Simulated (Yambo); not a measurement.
BeS (zinc blende, space group F-43m, No. 216), G0W0@PBEsol in Yambo; all else as in the reference (6×6×6 Γ-centred k mesh, bands 2 to 62 and a 10 Ry block in the screening, 62 bands in G with the Bruneval-Gonze terminator, plasmon pole fitted at 27.2 eV). One parameter is varied: the cutoff of the exchange sum, over 5, 10, 20, 40, 88 Ry.

Question: From which value on does the gap Γ → X stay within 0.05 eV of the largest setting?

Answer: From 10 Ry on.
| cutoff of the exchange sum (Ry) | G0W0 gap (eV) | valence shift (eV) |
|---|---|---|
| 5 | 4.35 | -0.83 |
| 10 | 4.56 | -1.15 |
| 20 | 4.57 | -1.19 |
| 40 | 4.56 | -1.19 |
| 88 | 4.56 | -1.19 |
The last step of the sweep still moves the gap by 1 meV; the other settings are held fixed.

Geometry relaxed with PBEsol; primitive cell a = 3.4223 Å, b = 3.4223 Å, c = 3.4223 Å, α = 60.00°, β = 60.00°, γ = 60.00°.

A shift is the quasiparticle energy of the state minus its PBEsol energy.
